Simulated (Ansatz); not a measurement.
KZnF$_{3}$:
```
KZnF3
1.0
    4.05217     0.00000     0.00000
    0.00000     4.05217     0.00000
    0.00000     0.00000     4.05217
K Zn F
1 1 3
Cartesian
  0.00000   0.00000   0.00000
  2.02608   2.02608   2.02608
  2.02608   2.02608   0.00000
  0.00000   2.02608   2.02608
  2.02608   0.00000   2.02608
```

x, y and z are the axes in which the lattice vectors are written.

**Question.** Give the high-frequency dielectric tensor and the Born effective charge tensors of the independent atoms from DFPT, DFT-PBEsol in the program Ansatz with PAW potentials.

**Answer.** 
ε∞:
```
2.43  0.00  0.00
0.00  2.43  0.00
0.00  0.00  2.43
```
Z* of atom 1 (K), rows: field, columns: displacement, in e:
```
1.20  0.00  0.00
0.00  1.20  0.00
0.00  0.00  1.20
```
Z* of atom 2 (Zn), rows: field, columns: displacement, in e:
```
2.32  0.00  0.00
0.00  2.32  0.00
0.00  0.00  2.32
```
Z* of atom 3 (F), rows: field, columns: displacement, in e:
```
-0.89   0.00   0.00
 0.00  -0.89   0.00
 0.00   0.00  -1.73
```

Space group Pm-3m (cubic perovskite). The cell was relaxed with PBEsol under the symmetry of its start.

Potentials: the later of the program's two PAW sets.
